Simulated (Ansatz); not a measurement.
# Magnetic states of Na$_{3}$MnF$_{6}$

```
Na Mn F
1.0
     5.47090    0.00000    0.00000
     0.00000    5.68300    0.00000
    -5.32493    0.00000    8.07208
Na Mn F
6 2 12
Cartesian
  2.7355 2.8415 0.0000
  0.0730 0.0000 4.0360
  0.1600 2.5310 6.0531
  -2.6764 5.3725 6.0550
  -0.0140 3.1520 2.0190
  2.8224 0.3105 2.0171
  -2.6625 2.8415 4.0360
  0.0000 0.0000 0.0000
  -2.0005 3.1700 5.9136
  -0.5160 0.3285 6.1945
  2.1464 2.5130 2.1585
  0.6620 5.3545 1.8776
  1.2805 3.8150 4.4663
  -3.7970 0.9735 7.6418
  -1.1346 1.8680 3.6058
  3.9430 4.7095 0.4302
  -1.7795 4.4299 3.4920
  4.5879 1.5884 0.5441
  1.9254 1.2531 4.5801
  -4.4419 4.0946 7.5280
```

Computed with plane-wave PAW DFT (Ansatz 0.2.0): r2SCAN, 500 eV cutoff, 5×4×3 Γ-centred mesh, fermi-dirac occupations of width 0.050 eV. The atoms are fixed and numbered as listed; spin is collinear, without spin-orbit coupling.

The cycle has several fixed points for this cell. Moments (μB):

```csv
state,Mn7,Mn8,other atoms together,size of the net moment a cell
A,3.26,3.26,0.43,8.00
B,3.26,-3.26,0.00,0.00
C,0.00,0.00,0.00,0.00
```

Site moments are taken in small spheres that don't touch (radius about 0.4 of the atom's shortest bond), so those of the magnetic atoms read low, and they needn't add up to the net moment. State C was run without spin polarisation.

**Question.** Which state has the lowest energy at zero smearing, and how far up are the others?

**Answer.** State A (parallel moments) comes first by a margin too small to trust; B (antiparallel, compensated) is level with it, C (without moments) lies 278 meV above it, all counted an atom of the cell. The two lowest differ by only 0.3 meV for each atom with a column above, which mesh or functional could overturn.

**Question.** Which states have a gap on the mesh, and what pressure does each exert on this cell?

**Answer.** A: gap 0.87 eV, -0.1 GPa; B: gap 0.89 eV, -0.1 GPa; C: no gap, -4.0 GPa (positive in compression). Moments take up room: without them the pressure is lower, so that state wants a smaller cell.

**Question.** How much does the cell gain by forming moments?

**Answer.** 278 meV an atom of the cell, or 2784 meV for each Mn atom, against state C, which has none. A run without spin would miss this and give wrong energies and forces. That state isn't the paramagnet, which keeps its moments, so this is no ordering energy.

The cell is that of a Crystallography Open Database entry, unchanged.

Caveats: only orders that fit this cell and collinear spins were tried, so the true order may need a larger cell or canted moments; atoms and cell are not relaxed, and each state would relax in its own way; semilocal functionals without U often misplace the states of 3d oxides, halides and chalcogenides; the k mesh is coarse, so differences of a few meV are uncertain where a state is a metal; one start a pattern, so a lower state of the same pattern may exist; the nearest magnetic pairs stand parallel in every state found, so their coupling isn't measured; the atoms stand off equilibrium, with forces up to 0.5 eV/Å.
